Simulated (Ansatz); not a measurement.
How far is PAW off for Pd?

```yaml
crystal:
  lattice:
    - [0.00000, 1.94490, 1.94490]
    - [1.94490, 0.00000, 1.94490]
    - [1.94490, 1.94490, 0.00000]
  atoms:
    - { symbol: Pd, position: [0.00000, 0.00000, 0.00000] }
```

The cell is COD entry 9008478, as deposited and not checked against the literature; nothing was relaxed.

Spin polarisation is left out, and whether a magnetic state lies lower isn't shown here.

Methods: DFT, PBEsol, PAW with Ansatz's default frozen-core files, scalar-relativistic (Ansatz 0.2.0); DFT, PBEsol, all-electron LAPW, scalar-relativistic (Ansatz 0.2.0).

For PAW: a Γ-centred 18×18×18 k mesh, Fermi–Dirac smearing of 0.05 eV, cutoff 420 eV, no spin polarisation; the PAW files were made with PBE, and the program remakes their frozen cores for this functional. LAPW targets a basis error of 0.25 meV/atom. The Ansatz runs share mesh, smearing and spin set-up. Plane-wave (PAW) pressures include the program's estimate of the Pulay term.

Stress and pressure are positive in compression.

Levels count from the Fermi level.

PAW results:

```tsv
quantity	PAW
pressure (GPa)	-2.21
highest filled level at W (eV)	-1.340
lowest empty level at W (eV)	0.294
highest filled level at L (eV)	-0.024
lowest empty level at L (eV)	0.898
highest filled level at Γ (eV)	-1.236
lowest empty level at Γ (eV)	16.931
```

Task: What does full-potential LAPW give for the same quantities?

Result: 
```tsv
quantity	LAPW
pressure (GPa)	-2.26
highest filled level at W (eV)	-1.341
lowest empty level at W (eV)	0.294
highest filled level at L (eV)	-0.024
lowest empty level at L (eV)	0.897
highest filled level at Γ (eV)	-1.236
lowest empty level at Γ (eV)	16.921
```
